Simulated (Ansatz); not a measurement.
## AlO$_{5}$ (Pmmn) at 2 levels of theory

One geometry, relaxed with PBE; plane waves with PAW potentials in Ansatz, scalar-relativistic. Collinear spin in the rows PBE; the others have none, so their zero moments are imposed. Gaps are the least over mesh and band path; pressure is positive in compression.

```yaml
crystal:
  lattice:
    - [3.05175, 0.00000, 0.00000]
    - [0.00000, 3.68205, 0.00000]
    - [0.00000, 0.00000, 18.09141]
  atoms:
    - { symbol: Al, position: [0.50000, 0.00000, 0.95392] }
    - { symbol: Al, position: [0.00000, 0.50000, 0.04608] }
    - { symbol: O, position: [0.00000, 0.50000, 0.35545] }
    - { symbol: O, position: [0.00000, 0.50000, 0.42277] }
    - { symbol: O, position: [0.50000, 0.00000, 0.64455] }
    - { symbol: O, position: [0.50000, 0.00000, 0.57723] }
    - { symbol: O, position: [0.00000, 0.00000, 0.88898] }
    - { symbol: O, position: [0.00000, 0.00000, 0.81455] }
    - { symbol: O, position: [0.50000, 0.50000, 0.97569] }
    - { symbol: O, position: [0.50000, 0.50000, 0.11102] }
    - { symbol: O, position: [0.50000, 0.50000, 0.18545] }
    - { symbol: O, position: [0.00000, 0.00000, 0.02431] }
```

```
level  cutoff (eV)   k mesh  gap (eV)  pressure (GPa)  largest moment (μB)
  PBE          420  12×10×2         0             0.0                 0.56
```

Q: What comes out on the same cell with r2SCAN?

A:
| level | cutoff (eV) | k mesh | gap (eV) | pressure (GPa) | largest moment (μB) |
| --- | --- | --- | --- | --- | --- |
| r2SCAN | 500 | 12×10×2 | 0 | -4.6 | 0.00 |

The cell holds layers, chains or molecules and no dispersion correction was added, so their binding is poorly described. Spin polarisation was left out for AlO5 (a zero moment there is imposed), and a magnetic state may lie lower. The smearing is narrow for a metal on this mesh.

The cell was found from a proposed guess, not taken from experiment.
